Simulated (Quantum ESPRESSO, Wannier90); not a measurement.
**Wannierisation of SiO$_{2}$ (P6₂22)**

```xyz
9
Lattice="5.0611 0.0000 0.0000 -2.5305 4.3830 0.0000 0.0000 0.0000 5.5405" Properties=species:S:1:pos:R:3 pbc="T T T"
Si    -1.2653     2.1915    -1.8468
Si     2.5305     0.0000     0.0000
Si     1.2653     2.1915     1.8468
O      0.0000    -1.8289     2.7702
O      1.5838    -0.9144    -0.9234
O      1.5838     0.9144     0.9234
O      0.0000     1.8289     2.7702
O     -1.5838     0.9144    -0.9234
O     -1.5838    -0.9144     0.9234
```

Cell from Materials Project (mp-6922), symmetrised, no further relaxation. COD (Crystallography Open Database) has the formula in 34 space groups, this one among them (matched by group alone). Computed values, not measurements, from PBEsol: Quantum ESPRESSO (norm-conserving PseudoDojo potentials, cutoff 68 Ry, no spin polarisation, no spin-orbit coupling) on a Γ-centred 6×6×4 mesh, then Wannier90. Density: 12×12×6 mesh, cold smearing 0.01 Ry.

Bands 1-6 form an isolated set from -19.31 to -17.16 eV relative to the valence-band maximum (on the path) and are turned into 6 Wannier functions by minimising the spread from the start: atomic waves O 2s.

Task: Where do the functions sit, how wide are they and what are they made of?

Result: 
```tsv
functions	spread (Å²)	nearest atom, distance (Å)	second atom, distance (Å)	weight on atomic waves
6	0.57	O 0.07	Si 1.59	O 2s 74 %, Si 3p 16 %, Si 3s 8 %
```

Ω_I = 3.42 Å², Ω_total = 3.43 Å²; the interpolated bands follow pw.x to 0.0 meV rms on the path. Only this start was tried; a symmetric start can stop on a saddle, and mixtures of these functions could lower the total by at most Ω_total − Ω_I.
